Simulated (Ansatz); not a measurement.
Input file for Ansatz (an electronic-structure program):

Ansatz 0.2 input:
```yaml
crystal:
  lattice:
    - [-2.2124448179, 2.2124448179, 2.2124448179]
    - [2.2124448179, -2.2124448179, 2.2124448179]
    - [2.2124448179, 2.2124448179, -2.2124448179]
  atoms:
    - { symbol: Ca, position: [0.0, 0.0, 0.0] }
kpoints:
  mp_grid: { grid: [13, 13, 13] }
hamiltonian:
  xc: r2scan
  pseudopotentials: { kind: paw }
scf:
  occupations: { method: gaussian, width: 0.1 }
checkpoint: { read: metal.run }
output: { write_density: true, elf: true, volumetric_format: npy }
basis: { fft_grid_basis: typed }
```

Output (shortened):

```
Pseudopotential: Ca, paw, valence charge 10
Functional definition: r2SCAN
Crystal: 1 atoms, lattice volume = 43.319 Å³
Basis set: ecut = 500 eV, 1061 PW (Γ), exchange–correlation on 120×120×120 points (64 copies of the dense FFT grid, shifted against one another)
Bands: 13, of which v1, the nominal top of the filled ones, is band 5 counted from 1 (4 counted from 0)
Symmetry: 48 space group operations
Space group: Im-3m (ITA 229), of the structure as read, at distance tolerance 3.5e-5 Å
k-points: 84 of 2197
Stability of the state it starts from, as read at its close in the unpolarized treatment …
iter 1 solved again at ethr=8.29e-8 eV; its pass at ethr=3.10e-3 eV (dr2=8.29e-6 eV) is discarded
SCF iter   1: F=—  HF=-1821.662767 eV  |F-HF|=—  |Δ(HF+E_count)|=         —  Δρ=3.22e-7  dr2=1.17e-11  dr2_τ=6.86e-12  ethr=8.29e-8  ⟨swp⟩=3.5  Hψ=11240  notcnv=0
preconditioner: auto → Kerker (q_TF=auto, 2.137 Å⁻¹)
SCF iter   2: F=-1821.662767 eV  HF=-1821.662767 eV  |F-HF|=5.46e-12  |Δ(HF+E_count)|=   1.09e-8  Δρ=2.36e-7  dr2=1.22e-11  dr2_τ=5.83e-12  ethr=1.00e-12  ⟨swp⟩=5.6  Hψ=4680  notcnv=0
SCF 1 converged in 2 iterations: F = -1821.662767 eV  dr2 = 1.22e-11
SCF converged after 2 iterations
Free energy (F): -1821.662767 eV
Harris-Foulkes:  -1821.662767 eV  (|F-HF|=5.46e-12)
Internal energy: -1821.655933 eV  (E = F + TS)
E sigma→0 (E₀):  -1821.659350 eV
Entropy (-TS):   -0.006835 eV (-6.835 meV/atom)
Fermi energy:    4.848289 eV
--- Per-component energies (eV) ---
  E_band       = -186.293921
  E_kinetic    = 274.814592
  E_local      = -853.985822  (includes V_loc(G=0)·N_el)
  E_nonlocal   = 63.110457
  E_hartree    = 285.207308
  E_xc         = -134.772065
  E_vxc        = -191.078332  (∫ρ·V_xc dr)
  E_paw        = -863.663082  (= ΣΔE_a)
  E_vpaw       = -61.137586  (= ΣTr[D̂ρ^β])
  E_aug_tail   = -0.000004  (compensation charges beyond the density's cutoff)
  E_vtau       = 11.568077  (kinetic-family band-sum trace: ∫τ·v_τ [+ j·A + Jᵃ·Aᵃ] dr)
  E_ewald      = -592.146650
  E_core_change = -0.220665  (= ΣΔE_core)
  E_smearing   = -0.006835  (= −TS)
  E_closure    = 0.000000  (closes the sum)
  Σ components = -1821.662767   (vs F -1821.662767, Δ=0.00e0)
  [band-id]    e_kinetic+e_local+e_nonlocal+2·e_hartree+e_vxc+e_vpaw+e_augmentation_tail+e_vtau = -186.294002   (vs E_band -186.293921, Δ=-8.04e-5)
--- Band table (eV; the first three rows and the last of 84) ---
  k-point 0: bands = ["-39.0774", "-19.1018", "-19.1018", "-19.1018", "0.5552", "7.4564", "7.4564", "7.4564", "8.5222", "8.5222", "15.4725", "15.4725", "15.4725"]
  k-point 1: bands = ["-39.0766", "-19.1096", "-19.1043", "-19.1018", "0.6659", "7.3845", "7.4086", "7.5379", "8.4382", "8.5231", "15.3125", "15.4570", "15.5992"]
  k-point 2: bands = ["-39.0744", "-19.1311", "-19.1114", "-19.1018", "0.9921", "7.1907", "7.1964", "7.7773", "8.3177", "8.5337", "14.6025", "15.1506", "15.9267"]
  k-point 83: bands = ["-39.0534", "-19.1972", "-19.1959", "-19.1959", "4.9653", "5.0377", "8.6006", "8.6006", "8.7604", "9.3110", "9.7099", "9.7099", "13.3426"]
```

Cost: very roughly 8 core-seconds on shared cores.

This is a known high-temperature phase of the composition, computed here at zero pressure and temperature. The cell was relaxed with r²SCAN under the symmetry of its start; whether a distortion lowers the energy is not shown.

Potentials: the later of the program's two PAW sets.

Ansatz is a plane-wave DFT program.
